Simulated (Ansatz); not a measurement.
MoS₂:
```
MoS2
1.0
    3.17410     0.00000     0.00000
   -1.58705     2.74885     0.00000
    0.00000     0.00000    12.48679
Mo S
2 4
Direct
  0.33333   0.66667   0.25000
  0.66667   0.33333   0.75000
  0.33333   0.66667   0.62561
  0.66667   0.33333   0.12561
  0.66667   0.33333   0.37439
  0.33333   0.66667   0.87439
```

Relaxed with r²SCAN+D4. Plane-wave PAW r²SCAN+D4 (Ansatz code) gives a gap of 1.06 eV.

What gap does HSE06 give on the same cell (Ansatz, PAW)?

1.47 eV, 0.42 eV more. The hybrid was solved on a coarser mesh and at special points; its gap is the smallest among all of these.

```csv
k,v1 r²SCAN+D4,c1 r²SCAN+D4,v1 HSE06,c1 HSE06
Γ,0.00,2.25,…,…
A,-0.29,2.26,…,…
K,-0.66,1.07,-0.61,1.47
H,-0.74,1.08,-0.69,1.47
M,-1.31,1.69,…,…
L,-1.36,1.71,…,…
```

Top valence (v1) and lowest conduction level (c1) in eV from each method's valence maximum (which need not be a listed point): supply the withheld HSE06 values.


- Γ, v1 HSE06: 0.00
- Γ, c1 HSE06: 2.84
- A, v1 HSE06: -0.31
- A, c1 HSE06: 2.84
- L, v1 HSE06: -1.48
- L, c1 HSE06: 2.25
- M, v1 HSE06: -1.43
- M, c1 HSE06: 2.23

Cost on shared cores: the r²SCAN+D4 run (SCF on a 10×10×3 mesh, then bands and DOS) very roughly 100 core-seconds, the HSE06 run (SCF on 6×6×2, then a few points) about 2.7 core-minutes (a rough figure); the tasks are unlike.

Space group P6_3/mmc. Symmetry was held in the r²SCAN+D4 relaxation; phonons on a q-mesh show no instability. No spin polarisation was allowed. Spin–orbit coupling is left out wherever it is not named.

Potentials: the later of the program's two PAW sets.
